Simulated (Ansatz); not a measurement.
A: SnTe (rock salt), a = b = c = 6.409 Å, α = β = γ = 90.00°
B: Mg₂Sn (antifluorite type, space group Fm-3m), a = b = c = 6.816 Å, α = β = γ = 90.00°
C: C (diamond), a = b = c = 3.572 Å, α = β = γ = 90.00°

Scan: energy over volume and axial ratio (atoms clamped). One method and one kind of scan serve all of them; meshes and ranges differ. All were relaxed with their symmetry unable to fall. At this level the bands of Mg2Sn touch or barely overlap; measurements give the solid a gap. Spin-orbit coupling is left out.

Question: Rank these by shear modulus C′ = (C11 − C12)/2 (fitted) (lowest first), as PBE (plane waves to 420 eV, PAW, scalar-relativistic; Ansatz, an electronic-structure program) gives it.

Answer: B (22 GPa), A (56 GPa), C (463 GPa)

(Under strain, the slope of the energy per volume gives the stress and its curvature an elastic modulus.)
